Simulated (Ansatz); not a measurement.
CsCrH8N2O8: Field gradients at the nuclei

The cell is a measured structure from the Crystallography Open Database (COD), its atoms then relaxed with PBE in this cell.

Space group I-42m (No. 121); a = 7.0386, c = 8.1748 Å.

| site | Wyckoff | site symmetry | x | y | z |
| --- | --- | --- | --- | --- | --- |
| Cs | 2a | -42m | 0.0000 | 0.0000 | 0.0000 |
| Cr | 2b | -42m | 0.0000 | 0.0000 | 0.5000 |
| H | 16j | 1 | 0.9763 | 0.6214 | 0.3193 |
| N | 4d | -4.. | 0.0000 | 0.5000 | 0.2500 |
| O13 | 8i | ..m | 0.3648 | 0.3648 | 0.8363 |
| O17 | 8i | ..m | 0.3057 | 0.3057 | 0.9977 |

One atom of each set is listed; the run and its k-mesh use a cell of 20 atoms with edges of 6.44, 6.44, 6.44 Å.

Level of theory: DFT, PBE, plane waves and PAW, scalar-relativistic, collinear spin, 420 eV cutoff, Γ-centred 6×6×6 k-points, Fermi–Dirac smearing 0.05 eV (Ansatz 0.2.0). Start moments as typed (μB): 3 on each Cr, none on the rest.

V_zz is the principal component of the electric field gradient with the largest magnitude, η = (V_xx − V_yy)/V_zz and C_Q = eQV_zz/h.

133Cs: I = 7/2, Q = -3.430 mb; Cr-53: I = 3/2, Q = -150.0 mb; ²H: I = 1, Q = 2.858 mb; 14N: I = 1, Q = 20.44 mb; ¹⁷O: I = 5/2, Q = -25.58 mb. Q values from Pyykkö, Mol. Phys. 116, 1328 (2018).

```tsv
site	atoms	first shell	V_xx, V_yy, V_zz (10²¹ V/m²)	η	C_Q (MHz)
Cs	1	8 O at 3.04–3.06 Å	-2.15, -2.15, 4.31	0.00	-0.357
Cr	1	8 O at 1.90–1.93 Å	-1.05, -1.05, 2.10	0.00	-7.63
H	8	1 N at 1.04 Å; also 2 O at 1.89–2.29 Å	-1.33, -1.44, 2.77	0.04	0.191
N	2	4 H at 1.04 Å	0.089, 0.089, -0.18	0.00	-0.088
O13	4	1 O at 1.44 Å, 1 Cr at 1.90 Å; also 2 H at 1.89 Å, 1 Cs at 3.06 Å	-2.73, -21.4, 24.1	0.77	-14.9
O17	4	1 O at 1.44 Å, 1 Cr at 1.93 Å, angle 67°; also 1 Cs at 3.04 Å	-4.32, -22.8, 27.1	0.68	-16.7
```

An axis of threefold or higher order runs through Cs, Cr and N, so V_zz lies along it and η is zero. The structure holds O–O bonds (1.44 Å). At H V_zz points along its bond to N (within 3°). At O17 V_zz points along the shorter of its two bonds, to O (within 5°).

Without spin–orbit coupling (the program notes it for Cs) the gradients are little affected as a rule: paired runs on crystals with a gap mostly move them by under 2 % at such atoms. The lattice is static: at room temperature ammonium may turn and average the couplings of its hydrogen. The entry's hydrogen positions were far off; the other atoms hardly move on relaxation. All moments are parallel here, as the start or the cell imposes; many such compounds order antiparallel, where fields and spin densities carried over to other atoms largely cancel. The magnetic order is the one that the run reached from its start moments, not necessarily the measured one.

The relaxation (7 steps) took 8.1 min of wall time (16 min of CPU time) and 1 GiB at its peak, on 2 threads of Arm Neoverse N1 (aarch64; 36 cores open to the job, memory cap 5.0 GiB, no GPU), a shared host with a load of 0.9 a core.
